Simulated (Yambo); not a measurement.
Input:

```
NH4Br
1.0
    4.00010     0.00000     0.00000
    0.00000     4.00010     0.00000
    0.00000     0.00000     4.00010
H N Br
4 1 1
Direct
  0.14921   0.14921   0.85079
  0.14921   0.85079   0.14921
  0.85079   0.85079   0.85079
  0.85079   0.14921   0.14921
  0.00000   0.00000   0.00000
  0.50000   0.50000   0.50000
```

Workflow: LDA (pw.x of Quantum ESPRESSO, ONCV potentials, no spin-orbit coupling), then G0W0 in Yambo (4×4×4 Γ-centred k mesh, 141 bands and a 10 Ry block in the screening, 141 bands in G with the Bruneval-Gonze terminator, plasmon pole fitted at 27.2 eV).

Task: Give the LDA and G0W0 gaps between the band edges found on this mesh, and say where the edges lie.

Result: Edges: M → Γ. LDA: 3.94 eV; G0W0: 6.55 eV. Nearest settings tried, and what they do to the gap: 106 bands in W, 106 bands in G: -24 meV; 8 Ry block (179 vectors against 257): -47 meV; 6×6×6 mesh: -5 meV. So the settings aren't converged at that level. Spin-orbit splittings are left out.

Geometry of the Materials Project entry, not relaxed at this level.
